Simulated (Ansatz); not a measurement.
Mo$_{3}$Os (Cu3Au type, Pm-3m), plane-wave PAW PBE (Ansatz code), all energies at zero smearing, with the estimated change up to a 700 eV cutoff added, with one set of potentials and settings (totals compare only within such a set). Cell of 4 atoms (3 Mo, 1 Os): -26253.270 eV.

```tsv
element	reference phase	E (eV/atom)
Mo	Im-3m, 1 atoms in the cell	-4956.0557
Os	P6_3/mmc, 2 atoms in the cell	-11385.9219
```

Formation energy per atom, worked out: (-26253.270 − 3×(-4956.0557) − 1×(-11385.9219))/4 = 0.205 eV/atom (20 kJ per mol of atoms), at 0 K, without zero-point energy or fitted corrections.

The cell is a constructed one: a structure type filled with these elements; neither database checked (COD, Materials Project) lists it. COD files the formula under space group No. 223, so this cell is another polymorph or a model. Its standing as an ambient phase is unchecked. The cell was relaxed with PBE under the symmetry of its start; its stability against distortions is not shown here. The run is not spin-polarised. The references are the lowest solids computed at this level, not always the standard phases. Scalar-relativistic: spin–orbit coupling is off unless named, which matters more the heavier the elements.

Potentials: the earlier of the program's two PAW sets.
